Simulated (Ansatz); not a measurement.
Is this Mg3CdSe4 structure stable?

It was reached by relaxing an invented guess, and it needn't be the stable form of this composition.

All numbers below come from DFT PBE, scalar-relativistic, plane waves, PAW in Ansatz. Plane waves to 420 eV, an 8×8×8 mesh through Γ for the 8-atom cell and 0.10 eV Gaussian smearing; no spin polarisation.

```
Mg Cd Se
1.0
     5.58050    0.00000    0.00000
     0.00000    5.58050    0.00000
     0.00000    0.00000    5.58050
Mg Cd Se
3 1 4
Cartesian
  2.7903 0.0000 0.0000
  0.0000 0.0000 2.7903
  0.0000 2.7903 0.0000
  2.7903 2.7903 2.7903
  0.0000 2.7903 2.7903
  2.7903 2.7903 0.0000
  0.0000 0.0000 0.0000
  2.7903 0.0000 2.7903
```

Energies over the elements count from the elements' standard structures at the same level, with no fitted energy shifts.

Task: These tests were run: energy against the elements; phonons at Γ. What do they show?

Result:

```tsv
test	result
energy against the elements	−1.04 eV/atom
phonons at Γ	lowest optical mode 48 cm⁻¹
```

It fails none of these tests. Whether a mixture of other phases lies lower isn't tested here. Phonons away from Γ weren't computed.

The reference form of Se is held partly by dispersion forces, which this level lacks. The run for the phonons used an 8×8×8 k mesh and Fermi–Dirac smearing of 0.15 eV.
